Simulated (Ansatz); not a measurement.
CdS (rock salt, Fm-3m) at seven volumes, r²SCAN in the plane-wave PAW code Ansatz, scaled uniformly. One row is withheld.

```tsv
V (Å³/atom)	P (GPa)
18.449	9.65
19.057	5.88
19.665	2.69
20.274	0.00
20.882	-2.27
21.490	?
22.098	-5.82
```

Problem. Fit the shown pressures and predict the withheld one.

Solution. P = (3/2)B₀(x^(7/2) − x^(5/2))[1 + (3/4)(B′ − 4)(x − 1)] with x = (V₀/V)^(2/3). Least squares on the six rows gives V₀ = 20.274 Å³/atom, B₀ = 82.3 GPa, B′ = 4.60. At V = 21.490, x = 0.9619 and P = -4.19 GPa. The run itself gave -4.19 GPa.

This is a known high-pressure phase of the composition, computed here at zero pressure and temperature. Symmetry was held in the r²SCAN relaxation; whether a distortion lowers the energy is not shown.

Potentials: the later of the program's two PAW sets.
